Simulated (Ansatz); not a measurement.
Relaxed MoS2 (2H-MoS2 type, space group P6_3/mmc):

```xyz
6
Lattice="3.1494 0.0000 0.0000 -1.5747 2.7275 0.0000 0.0000 0.0000 12.0915" Properties=species:S:1:pos:R:3 pbc="T T T"
Mo     0.0000     1.8183     3.0229
Mo     1.5747     0.9092     9.0686
S      0.0000     1.8183     7.5028
S      1.5747     0.9092     1.4571
S      1.5747     0.9092     4.5887
S      0.0000     1.8183    10.6344
```

Scan: atom 6 (S, nearest neighbour Mo at 2.400 Å; its periodic images, 3.1 Å or more away, move with it) is displaced along Cartesian z, direction (0.000, 0.000, 1.000) in Cartesian axes, by s. The other atoms stay.

The numbers are results of PBE-D3(BJ) (plane waves to 420 eV, PAW, scalar-relativistic; Ansatz, a program for electronic structure), not measurements. k mesh 10×10×3 (Γ-centred), Fermi-Dirac smearing 0.05 eV. E stands for the smeared free energy. As the smearing reaches across the gap at some points, energies and forces of such displacements shift with the k mesh and the smearing. MoS2 is run without spin polarisation. MoS2 was relaxed with its symmetry unable to fall. The PAW data are Ansatz's earlier set. ΔE is measured from the undisplaced structure. The last digit holds for this mesh only.

| s (Å) | ΔE (meV/cell) |
|---|---|
| -0.480 | 2504.3 |
| -0.384 | withheld |
| -0.288 | 880.1 |
| -0.192 | 370.1 |
| -0.096 | 86.7 |
| 0.000 | 0.0 |
| 0.096 | 75.0 |
| 0.192 | 277.8 |
| 0.288 | 577.1 |
| 0.384 | 945.5 |
| 0.480 | 1359.2 |

**Question.** Fit a polynomial form (powers 2, 3, 4) to the given rows and predict ΔE at s = -0.384.

**Answer.** Least squares on the 10 given rows: ΔE = (8859)·s² + (-5271)·s³ + (-2104)·s⁴, in meV/cell with s in Å; root-mean-square residual 14.52 meV/cell. At -0.384 the fit gives 1559.0 meV/cell; the calculation gives 1599.9 meV/cell, so the interpolation is off by -40.9 (-2.6 %). The quadratic term alone would give 1306.3 meV/cell.

(For displaced atoms, the force is minus the slope of the energy, and its curvature is a force constant, which sets phonon frequencies.)
